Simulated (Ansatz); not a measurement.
Here is the system:

AlNi:
```xyz
2
Lattice="2.8624 0.0000 0.0000 0.0000 2.8624 0.0000 0.0000 0.0000 2.8624" Properties=species:S:1:pos:R:3 pbc="T T T"
Al     0.0000     0.0000     0.0000
Ni     1.4312     1.4312     1.4312
```

This is the PBEsol-relaxed structure.

Question: All from plane-wave PAW PBEsol (Ansatz code), unless another level is named. Predict the Poisson's ratio.

Answer: 0.30.

Question: What about the elastic constants (relaxed ions, GPa)?

Answer: C11 = 224, C12 = 147, C44 = 128.

Space group Pm-3m (CsCl type). Symmetry was held in the PBEsol relaxation. The workflow began spin-polarised and lost its moments. As this level gives no gap, shear constants depend on the k-mesh and smearing (Fermi–Dirac, 0.1 eV here).

Potentials: the later of the program's two PAW sets.
